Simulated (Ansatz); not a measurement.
Ge:
```yaml
crystal:
  lattice:
    - [3.99575, 0.00000, 0.00000]
    - [-1.99788, 3.46042, 0.00000]
    - [0.00000, 0.00000, 6.59877]
  atoms:
    - { symbol: Ge, position: [0.66667, 0.33333, 0.06295] }
    - { symbol: Ge, position: [0.33333, 0.66667, 0.93705] }
    - { symbol: Ge, position: [0.33333, 0.66667, 0.56295] }
    - { symbol: Ge, position: [0.66667, 0.33333, 0.43705] }
```

Relaxed with r²SCAN. Special points in fractions of this cell's reciprocal vectors: Γ (0.000, 0.000, 0.000); M (0.500, 0.000, 0.000); K (0.333, 0.333, 0.000); A (0.000, 0.000, 0.500); L (0.500, 0.000, 0.500); H (0.333, 0.333, 0.500).

Question: List the band energies nearest the Fermi level at these points for plane-wave PAW r²SCAN with spin–orbit coupling (Ansatz code).

Answer: In eV from the Fermi level; about four levels below and three above (degenerate sets whole), none deeper than 8.9 eV; points with the same levels are listed once.

```csv
k,below,above
Γ,-0.13 -0.13 0.00 0.00,0.00 0.00 0.19 0.19
M,-3.12 -3.12 -1.74 -1.74,0.54 0.54 1.75 1.75
K,-3.81 -3.81 -3.53 -3.53,1.46 1.46 4.68 4.68
A,-1.03 -1.03 -1.03 -1.03,0.78 0.78 0.78 0.78
L,-2.74 -2.74 -2.74 -2.74,0.54 0.54 0.54 0.54
H,-2.38 -2.38 -2.34 -2.34,1.30 1.30 1.33 1.33
```

Space group P6_3/mmc. The workflow started from a Materials Project entry (that database holds measured and hypothetical structures alike); the Crystallography Open Database copy checked does not list it. It is not the phase usual at ambient conditions (space group No. 227). Symmetry was held in the r²SCAN relaxation; of distortions, only those at the zone centre were tested.

Potentials: the later of the program's two PAW sets.
